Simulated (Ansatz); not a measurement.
Consider the following.

PbSe:
```cif
data_Pb4Se4
_chemical_formula_sum 'Pb4 Se4'
_space_group_name_H-M_alt 'Cmcm'
_space_group_IT_number 63
_space_group_name_Hall '-C 2c 2'
_cell_length_a 4.29062
_cell_length_b 12.10357
_cell_length_c 4.44138
_cell_angle_alpha 90.000
_cell_angle_beta 90.000
_cell_angle_gamma 90.000
loop_
_atom_site_label
_atom_site_type_symbol
_atom_site_symmetry_multiplicity
_atom_site_Wyckoff_symbol
_atom_site_fract_x
_atom_site_fract_y
_atom_site_fract_z
_atom_site_occupancy
Pb1 Pb 4 c 0.00000 0.63002 0.25000 1
Se1 Se 4 c 0.00000 0.13804 0.75000 1
```
(The calculation used a cell of 4 atoms; values per cell refer to that cell.)

This is the r²SCAN+D4-relaxed structure.

All from plane-wave PAW r²SCAN+D4 (Ansatz code), unless another level is named. Give the formation energy from the elements (no fitted shifts).

-0.64 eV/atom.

Next, the electron effective mass?

0.13, 0.15, 0.20 mₑ (principal values).

And the gap with spin–orbit coupling?

0.74 eV.

Give the weight of the valence-edge state by species (Voronoi cells).

Se 72 %, Pb 28 %.

The first step of the workflow began from a Materials Project structure, measured or hypothetical; the Crystallography Open Database copy checked does not list it. It is not the phase usual at ambient conditions (space group No. 225). The cell was relaxed with r²SCAN+D4 under the symmetry of its start; its stability against distortions is not shown here. The references are the lowest solids computed at this level, not always the standard phases. Spin–orbit coupling is left out wherever it is not named.

Potentials: the later of the program's two PAW sets.
